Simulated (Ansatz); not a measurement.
## W: random displacements

Theory: Ansatz, DFT PBEsol, scalar-relativistic, plane waves, PAW. Settings: plane waves to 420 eV, k-mesh 10×10×10 (Γ-centred), Gaussian smearing 0.15 eV. Spin–orbit coupling is left out, which can shift energies with elements as heavy as these. No spin polarisation. Energies are free energies at this smearing, counted from the undisturbed cell; pressure is positive in compression.

The undisturbed cell (as given, not relaxed at this level; this fcc form isn't the usual structure):

```
W
1.0
    -4.06000    4.06000    0.00000
     0.00000    4.06000   -4.06000
    -4.06000    0.00000   -4.06000
W
8
Direct
  0.00000 0.50000 0.50000
  0.00000 0.00000 0.50000
  0.00000 0.50000 0.00000
  0.00000 0.00000 0.00000
  0.50000 0.50000 0.50000
  0.50000 0.00000 0.50000
  0.50000 0.50000 0.00000
  0.50000 0.00000 0.00000
```

The atoms are displaced (Å, in the unstrained cell):

| atom | ux | uy | uz |
| --- | --- | --- | --- |
| W1 | 0.095 | 0.166 | 0.082 |
| W2 | 0.123 | -0.019 | -0.089 |
| W3 | 0.031 | 0.184 | -0.005 |
| W4 | -0.135 | 0.006 | 0.001 |
| W5 | -0.069 | -0.042 | 0.046 |
| W6 | 0.048 | -0.223 | -0.012 |
| W7 | 0.024 | 0.045 | -0.052 |
| W8 | -0.118 | -0.116 | 0.029 |

Strain (Voigt, engineering shear): (-0.0153, -0.0116, -0.0033, -0.0038, -0.0264, -0.0178).

(1) What are the energy change, the stress and the forces?

Results:

(1) ΔE = 78.7 meV/atom; stress (xx, yy, zz, yz, xz, xy; compression positive) (0.79, -3.28, 4.92, -0.95, -1.11, -2.21) GPa.
```
atom Fx (eV/Å) Fy Fz
  W1      -1.14  -1.81  -1.11
  W2      -0.31   0.07   0.32
  W3       0.72  -1.13   1.64
  W4       2.98   0.90  -2.61
  W5      -0.07  -0.67  -0.23
  W6       0.26   1.24   0.27
  W7      -2.59   0.10   2.91
  W8       0.16   1.28  -1.19
```

Cost: 1 run of about 9.1 core-minutes, on Arm Neoverse V2 (shared hosts).